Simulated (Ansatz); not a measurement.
Stoichiometric slabs of Sc (P6_3/mmc (No. 194)), cut along different planes. They are 9 to 13 Å thick, cut from the relaxed bulk and then relaxed; γ is the mean of both faces, φ the top face's.

```
Sc
1.0
    -1.63846   -2.83790    0.00000
    -1.63846    2.83790    0.00000
     0.00000    0.00000   -5.08251
Sc
2
Direct
  0.33333 0.66667 0.25000
  0.66667 0.33333 0.75000
```

All numbers below come from DFT PBEsol, scalar-relativistic, plane waves, PAW in Ansatz. Cutoff 420 eV, k spacing 0.19 to 0.25 Å⁻¹, dipole correction; spin where the bulk is magnetic.

| slab | cell (Å²) | γ as cut (J/m²) | γ relaxed (J/m²) | φ (eV) | bulk gap (eV) |
| --- | --- | --- | --- | --- | --- |
| (100), Sc/Sc | 16.7 | 1.37 | 1.32 | 3.60 | 0.0 |
| (101), Sc/Sc | 19.1 | 1.81 | 1.62 | 2.98 | 0.0 |

**Question.** Estimate γ for (001), Sc/Sc (cell 9.3 Å², bulk gap 0.0 eV).

**Answer.** 1.42 J/m² as cut and 1.41 J/m² relaxed, number 2 from the lowest of the 3.

**Question.** Which of these faces must appear on a crystal's equilibrium shape?

**Answer.** By Wulff's rule each face lies at a distance from the centre in proportion to its γ, so the lowest, (100), Sc/Sc at 1.32 J/m², lies nearest and is sure to appear among those computed; areas also depend on angles and on how many equivalent faces there are.

Reconstructions weren't sought.

In some of the runs charge leaks into the vacuum, so their work functions can be off.